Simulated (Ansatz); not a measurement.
The start is a randomly generated symmetric cell of V (space group No. 15). The structure is fully relaxed (lattice and positions, P = 0) with r2SCAN (plane waves to 500 eV, PAW, scalar-relativistic; Ansatz, a program for electronic structure). The first steps use a coarse 14×14×8 k-mesh.

Starting cell:
```yaml
crystal:
  lattice:
    - [1.38324, -2.53919, 0.00000]
    - [1.38324, 2.53919, 0.00000]
    - [-1.02315, 0.00000, 4.00611]
  atoms:
    - { symbol: V, position: [0.37943, 0.62057, 0.75000] }
    - { symbol: V, position: [0.62057, 0.37943, 0.25000] }
```
Spin-polarised start, with parallel moments on V.

- Initial pressure: -5.7 GPa (negative: the cell is under tension)
- Largest initial force: 0.19 eV/Å, on V1, V2 (atoms numbered as listed)
- Outcome: The space group goes from C2/c (No. 15) to Fddd (No. 70); the end is AFLOW prototype A_oF8_70_a, with 2 atoms in the primitive cell
- Energy released: 0.14 eV/atom
- Volume change: -4.4 %, from 14.07 to 13.45 Å³/atom
- Shortest distances (start → end): The closest pairs of elements (up to four, under 3.6 Å), start → end: V–V 2.40 → 2.41 Å
- Band gap at the end: zero (metallic)
- Moments at the end: zero (the starting moments vanished)
- Optimiser moves: 17

Relaxed structure:

```cif
data_V8
_chemical_formula_sum 'V8'
_space_group_name_H-M_alt 'Fddd :1'
_space_group_IT_number 70
_space_group_name_Hall 'F 2 2 -1d'
_cell_length_a 2.41221
_cell_length_b 4.98977
_cell_length_c 8.94098
_cell_angle_alpha 90.000
_cell_angle_beta 90.000
_cell_angle_gamma 90.000
loop_
_atom_site_label
_atom_site_type_symbol
_atom_site_symmetry_multiplicity
_atom_site_Wyckoff_symbol
_atom_site_fract_x
_atom_site_fract_y
_atom_site_fract_z
_atom_site_occupancy
V1 V 8 a 0.00000 0.00000 0.00000 1
```
(The calculation used a cell of 2 atoms; values per cell refer to that cell.)

Final values are on a 19×19×19 k-mesh of the relaxed cell. No spin polarisation in the result: the starting moments vanished.

The run could not lose the symmetry of its start, so the end can be a saddle point.

The relaxed structure here is a generated cell of V: the first start was made by a random draw of sites in a space group, and the end was not matched to a known phase here, so it may be hypothetical. Known forms of V include space group No. 229.
